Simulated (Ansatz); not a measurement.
A trial cell of B4C3, before relaxation:

```
B C
1.0
     6.84763    0.00000    0.00000
    -3.42381    5.93022    0.00000
     0.00000    0.00000    2.62265
B C
8 6
Cartesian
  3.4238 1.9767 1.9670
  0.0000 3.9535 0.6557
  1.2550 5.7684 1.9670
  2.4795 3.9711 0.6557
  5.6231 1.7974 0.6557
  -2.1993 4.1329 1.9670
  2.1688 0.1618 0.6557
  0.9443 1.9592 1.9670
  4.8714 1.3965 1.9670
  1.2263 4.9170 0.6557
  0.2213 2.4097 0.6557
  3.2025 3.5206 1.9670
  2.1975 1.0132 1.9670
  -1.4476 4.5337 0.6557
```

The calculation used Ansatz, DFT PBE, scalar-relativistic, plane waves, PAW. Cutoff 420 eV, Gaussian smearing, Γ-centred meshes. Cell and atoms relax first on a coarse mesh and then on a converged one. In between, the cell is made exact in the group found at 0.06 Å. The steps can't lower the symmetry of their start. No spin polarisation in the relaxation; trial moments died out in a coarse test.

A guess keeps its type if space group and coordination stay and the shape of the cell changes little (axis ratios within about 15 %, angles within 6°); the volume may change.

Question: Does this structure survive the relaxation?

Answer: It keeps its type. The symmetry stays P6_3/m (No. 176). The volume per atom grows by 3.6 %, from 7.6 to 7.9 Å³. The shortest distance goes from 1.56 Å (B–C) to 1.58 Å (B–C). The ratio c/a of the conventional cell changes by a factor of 1.05. Counting neighbours within 15 % of an atom's shortest distance, the start has B 3, C 4 and the end B 3, C 4.

The zero of energy is the elements' standard structures at the same level; no fitted shifts are applied.

Question: At what energy does it end?

Answer: +0.132 eV/atom. A positive value: parting into the elements would lower its energy.

The last run used a 6×6×10 mesh (in the run's order of axes) for its 14-atom cell and Gaussian smearing of 0.02 eV. The reference form of C is held partly by dispersion forces, which this level lacks. A structure relaxed within its symmetry needn't be a true minimum.
